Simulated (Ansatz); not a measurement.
Te$_{2}$Mo in space group Pnnm (No. 58; Mo on 2a, Te on 4g) at seven volumes, DFT-PBE in the program Ansatz with PAW potentials, shape and atoms relaxed at each. One row is withheld.

```json
[
 {"V (Å³/atom)": "21.955", "P (GPa)": "?"},
 {"V (Å³/atom)": "22.678", "P (GPa)": "6.38"},
 {"V (Å³/atom)": "23.402", "P (GPa)": "2.91"},
 {"V (Å³/atom)": "24.126", "P (GPa)": "0.00"},
 {"V (Å³/atom)": "24.850", "P (GPa)": "-2.43"},
 {"V (Å³/atom)": "25.573", "P (GPa)": "-4.43"},
 {"V (Å³/atom)": "26.297", "P (GPa)": "-6.06"}
]
```

Q: Fit the shown pressures and predict the withheld one.

A: P = (3/2)B₀(x^(7/2) − x^(5/2))[1 + (3/4)(B′ − 4)(x − 1)] with x = (V₀/V)^(2/3). Least squares on the six rows gives V₀ = 24.124 Å³/atom, B₀ = 88.0 GPa, B′ = 5.19. At V = 21.955, x = 1.0648 and P = 10.59 GPa. The run itself gave 10.55 GPa.

A made-up cell: these elements were put on the sites of a structure type; neither database checked (COD, Materials Project) lists it. It is not the phase usual at ambient conditions (space group No. 194). The cell was relaxed with PBE under the symmetry of its start; its stability against distortions is not shown here. The run is not spin-polarised. Spin–orbit coupling is left out wherever it is not named.

Potentials: the later of the program's two PAW sets.
